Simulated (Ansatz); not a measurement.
A geometry of Mo away from equilibrium: step 2 of the relaxation of a relaxed Mo cell, doubled along one cell vector, shaken by Gaussian noise of σ = 0.08 Å a coordinate. Computed with r2SCAN (plane waves to 500 eV, PAW, scalar-relativistic; Ansatz, an electronic-structure program). Γ-centred k-mesh 6×12×12 on the run's cell (coarser than for final values), Fermi–Dirac smearing 0.05 eV. The plane waves were selected for a different cell earlier on the path.

```yaml
crystal:
  lattice:
    - [4.92957, 0.03486, -0.01920]
    - [0.01743, 2.61795, 0.00055]
    - [-0.00960, 0.00055, 2.61705]
  atoms:
    - { symbol: Mo, position: [0.24099, 0.44073, 0.50733] }
    - { symbol: Mo, position: [0.75382, 0.49068, 0.48010] }
```

Question: What forces act on the atoms (eV/Å)?

Answer: 
```json
[
 {"atom": "Mo1", "Fx": "1.11", "Fy": "-0.59", "Fz": "0.33"},
 {"atom": "Mo2", "Fx": "-1.11", "Fy": "0.59", "Fz": "-0.33"}
]
```

The path ends in Im-3m (No. 229) (bcc (W type)). No spin polarisation in the result.

The run could not lose the symmetry of its start.

Of the parent cell (Pm-3m (No. 221)): it is a generated cell of Mo: the first start was made by a random draw of sites in a space group, and the end was not matched to a known phase here, so it may be hypothetical. Known forms of Mo include space group No. 229.
